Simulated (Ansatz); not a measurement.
Ti (hcp (Mg type), P6_3/mmc) at seven volumes, plane-wave PAW PBE+D3(BJ) (Ansatz code), shape and atoms relaxed at each. One row is withheld.

| V (Å³/atom) | P (GPa) |
|---|---|
| 15.016 | 13.46 |
| 15.511 | 8.36 |
| 16.006 | 3.90 |
| 16.501 | 0.00 |
| 16.996 | ? |
| 17.491 | -6.36 |
| 17.986 | -8.94 |

Fit the shown pressures and predict the withheld one.

P = (3/2)B₀(x^(7/2) − x^(5/2))[1 + (3/4)(B′ − 4)(x − 1)] with x = (V₀/V)^(2/3). Least squares on the six rows gives V₀ = 16.502 Å³/atom, B₀ = 121 GPa, B′ = 3.52. At V = 16.996, x = 0.9805 and P = -3.39 GPa. The run itself gave -3.40 GPa.

The cell was relaxed with PBE+D3(BJ) under the symmetry of its start. The run is not spin-polarised. The pairwise dispersion correction was not fitted to metals.

Potentials: the later of the program's two PAW sets.
